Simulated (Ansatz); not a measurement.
Input:

NiGe:
```cif
data_Ge4Ni4
_chemical_formula_sum 'Ni4 Ge4'
_space_group_name_H-M_alt 'Pnma'
_space_group_IT_number 62
_space_group_name_Hall '-P 2ac 2n'
_cell_length_a 5.37732
_cell_length_b 3.49723
_cell_length_c 5.84020
_cell_angle_alpha 90.000
_cell_angle_beta 90.000
_cell_angle_gamma 90.000
loop_
_atom_site_label
_atom_site_type_symbol
_atom_site_symmetry_multiplicity
_atom_site_Wyckoff_symbol
_atom_site_fract_x
_atom_site_fract_y
_atom_site_fract_z
_atom_site_occupancy
Ni1 Ni 4 c 0.00580 0.25000 0.80909 1
Ge1 Ge 4 c 0.19023 0.25000 0.41166 1
```

This is the PBE-relaxed structure.

Problem. All from plane-wave PAW PBE (Ansatz code), unless another level is named. Predict the electronic character.

Solution. metallic (no gap).

Problem. Next, the formation energy from the elements (no fitted shifts)?

Solution. -0.30 eV/atom.

Problem. Predict the density of states at the Fermi level.

Solution. 0.34 states/eV per atom (mean over ±0.08 eV).

The cell was relaxed with PBE under the symmetry of its start. The run is not spin-polarised. The references are the lowest solids computed at this level, not always the standard phases. Spin–orbit coupling is left out wherever it is not named.

Potentials: the later of the program's two PAW sets.
